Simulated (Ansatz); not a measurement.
**AuCu3-type LuZn₃**

Method: PBEsol, scalar-relativistic; no spin polarisation; PAW, 420 eV, 8×8×8 k-mesh, Gaussian smearing of 0.05 eV; code Ansatz; PAW files: Ansatz's generated set soft_2.

```yaml
crystal:
  lattice:
    - [4.11047, 0.00000, 0.00000]
    - [0.00000, 4.11047, 0.00000]
    - [0.00000, 0.00000, 4.11047]
  atoms:
    - { symbol: Lu, position: [0.00000, 0.00000, 0.00000] }
    - { symbol: Zn, position: [0.00000, 0.50000, 0.50000] }
    - { symbol: Zn, position: [0.50000, 0.50000, 0.00000] }
    - { symbol: Zn, position: [0.50000, 0.00000, 0.50000] }
```

The cell came from substitution into a structure type; whether the compound takes it is for experiment to say.

Cell and atoms are those of this level's equilibrium.

The cell has space group Pm-3m (read at 0.01 Å). In it the stress is 0.00, 0.00, 0.00, 0.00, 0.00, 0.00 GPa and the largest force component 0.000 eV/Å. Each change below starts from this cell, without further relaxation. Stress is in GPa, positive in compression, in the order xx, yy, zz, yz, xz, xy; energies are counted from the cell above and are free energies with the smearing's entropy, which match forces and stress in a metal.

Task: What happens when atom 4 (Zn) is moved by 0.08 Å along x?

Result: The energy changes by 12.6 meV per cell, and the force on it along the shift is -0.316 eV/Å (−F/u = 3.95 eV/Å²). Stress: 0.10, 0.03, 0.14, 0.00, 0.00, 0.00.
```
atom  Fx (eV/Å)     Fy     Fz
 Lu1      0.299  0.000  0.000
 Zn2      0.027  0.000  0.000
 Zn3     -0.010  0.000  0.000
 Zn4     -0.316  0.000  0.000
```
In a harmonic crystal the energy would rise by −½F·u = ½ × 3.95 × 0.08² eV = 12.6 meV, which matches.

Task: What stress follows from an engineering strain of 1 % in xx, atoms carried along?

Result: -0.69, -0.80, -0.80, 0.00, 0.00, 0.00 GPa; the energy changes by 1.5 meV per cell.
The stress across the strain changes more than along it (C12 over C11 with clamped atoms), which a stable cubic crystal can't show: the cell is unstable or the mesh too coarse.
The change of the stress over the strain gives a clamped-atom stiffness of about 69 GPa for this component, a secant value that lies under the elastic constant in tension and over it in compression, by several per cent for each per cent of strain.
In a harmonic crystal the energy would rise by V(½Cε² − σ₀ε), with σ₀ the stress of the unstrained cell, = 1.5 meV, which matches.

No spin–orbit coupling, a notable omission for heavy elements.
